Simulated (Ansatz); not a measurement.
Ansatz 0.2.0, settings compared: BNO₃

input.yaml:

```yaml
crystal:
  lattice:
    - [1.78293, -3.999835, 0.0]
    - [0.0, 2.397287, -3.664773]
    - [5.378087, 0.0, 0.0]
  atoms:
    - { symbol: B, position: [0.0, 0.0, 0.0] }
    - { symbol: B, position: [0.0, 0.5, 0.5] }
    - { symbol: "N", position: [0.5, 0.75, 0.75] }
    - { symbol: "N", position: [0.5, 0.25, 0.25] }
    - { symbol: O, position: [0.986, 0.75, 0.75] }
    - { symbol: O, position: [0.5, 0.236, 0.75] }
    - { symbol: O, position: [0.014, 0.264, 0.75] }
    - { symbol: O, position: [0.014, 0.25, 0.25] }
    - { symbol: O, position: [0.5, 0.764, 0.25] }
    - { symbol: O, position: [0.986, 0.736, 0.25] }
  symmetry: { tolerance: 0.0003 }
kpoints:
  mp_grid: { grid: [5, 5, 5], shift: [0, 0, 0] }
magnetization:
  spin_polarized: false
scf:
  occupations: { method: fermi_dirac }
hamiltonian:
  pseudopotentials: { kind: paw }
  xc: pbe
basis:
  ecutwfc: 420
output:
  forces: true
  stress: true
  eigenvalues: true
  write_density: true
  write_potential: true
  elf: true
  volumetric_format: npy
```

Launch command:

```bash
ansatz run input.yaml --threads 1 --pin off --max-ram 2560MiB --backend cpu --events-out ev --progress --plain --runs-dir out
```

Origin of the cell: a known structure type with other elements, at an estimated volume, so it need not be a known compound.

The smearing width isn't typed, so it takes its default of 0.1 eV.

Output of this run (shortened):

```
SCF iter   1: F=—  HF=-4456.458402 eV  Δρ=4.11e-2  dr2=1.57e0
SCF iter   2: F=—  HF=-4456.387256 eV  Δρ=1.60e-2  dr2=3.01e-1
SCF iter   3: F=—  HF=-4456.371156 eV  Δρ=5.24e-3  dr2=2.68e-2
SCF iter   4: F=—  HF=-4456.368845 eV  Δρ=5.09e-4  dr2=1.48e-4
SCF iter   5: F=—  HF=-4456.368851 eV  Δρ=1.68e-4  dr2=1.82e-5
SCF iter   6: F=—  HF=-4456.368887 eV  Δρ=5.00e-5  dr2=1.89e-6
SCF iter   7: F=—  HF=-4456.368888 eV  Δρ=1.54e-5  dr2=1.86e-7
SCF iter   8: F=-4456.368888 eV  HF=-4456.368888 eV  Δρ=3.17e-6  dr2=7.96e-9
SCF 1 converged in 8 iterations: F = -4456.368888 eV  dr2 = 7.96e-9
SCF converged after 8 iterations
Free energy (F): -4456.368888 eV
Harris-Foulkes:  -4456.368888 eV  (|F-HF|=2.39e-9)
Internal energy: -4456.038048 eV  (E = F + TS)
E sigma→0 (E₀):  -4456.203468 eV
Entropy (-TS):   -0.330840 eV (-33.084 meV/atom)
Fermi energy:    6.391488 eV
--- Per-component energies (eV) ---
  E_band       = -75.036987
  E_kinetic    = 1345.467119
  E_local      = -2080.451458  (includes V_loc(G=0)·N_el)
  E_nonlocal   = 405.851086
  E_hartree    = 632.428259
  E_xc         = -606.878118
  E_vxc        = -767.559258  (∫ρ·V_xc dr)
  E_paw        = -1347.379844  (= ΣΔE_a)
  E_vpaw       = -243.214401  (= ΣTr[D̂ρ^β])
  E_aug_tail   = 0.013854  (compensation charges beyond the density's cutoff)
  E_ewald      = -2805.088946
  E_smearing   = -0.330840  (= −TS)
  Σ components = -4456.368888   (vs F -4456.368888, Δ=0.00e0)
--- Forces (eV/Å), atoms counted from 1 ---
  atom   1  B     -0.000000     0.000000     0.000000
  atom   2  B     -0.000000    -0.000000    -0.000000
  atom   3  N      0.000000     0.000000    -0.000000
[… 2 lines left out …]
  atom   6  O     -0.000000    -0.635377     0.971311
  atom   7  O      0.472548    -0.424739    -0.971310
  atom   8  O      0.472548    -1.060116     0.000000
  atom   9  O      0.000000     0.635377    -0.971311
  atom  10  O     -0.472548     0.424739     0.971310
  max |Σ_I F_I| component: 3.33e-16 eV/Å
--- Stress (GPa, compression-positive) ---
      -31.488947     -13.033111      -8.525537
      -13.033111      -8.059936      -3.800268
       -8.525537      -3.800268      -4.736335
  P = ⅓ Tr σ = -14.7617 GPa (-147.617 kbar)
```

The same input was run again with these changes:

1. `hamiltonian.dispersion` default → d3bjatm; `basis.xc_grid` default → 4
2. `hamiltonian.dispersion` default → d3bjatm; `basis.ecutrho_ratio` default → 4
3. `hamiltonian.pseudopotentials` { kind: paw } → { kind: paw, source: jth }
4. `magnetization` { spin_polarized: false } → { spin_polarized: true } (starts: flip); `kpoints.mp_grid.grid` [5, 5, 5] → [8, 8, 8]; typed moments: none

```
 run        end  SCF iterations  P (GPa)  max force component (eV/Å)  moment (μB)  ΔE(σ→0) (meV/atom)
base  converged               8   -14.76                       1.060            –                   0
   1  converged               8   -16.25                       1.053            –                   –
   2  converged               8   -16.25                       1.053            –                   –
   3  converged               9   -16.02                       1.104            –                   –
   4  converged              16   -10.22                       0.557         4.79              -95.38
```

Energies are compared only where functional, datasets, charge and starting cell are the same.

Caveats of the base run: no spin, though holes on the anions or broken bonds may carry moments; the k mesh is coarse if the cell is a metal.

Run 3: the cutoff lies below the datasets' advice.
Run 4: one start, so the magnetic state may not be the lowest; spin is on but no moment was typed.

Time of the base run: 3.8 s on 1 thread of Arm Neoverse V2, with other jobs on the host, peak memory 0.34 GiB, from the program's own first density.
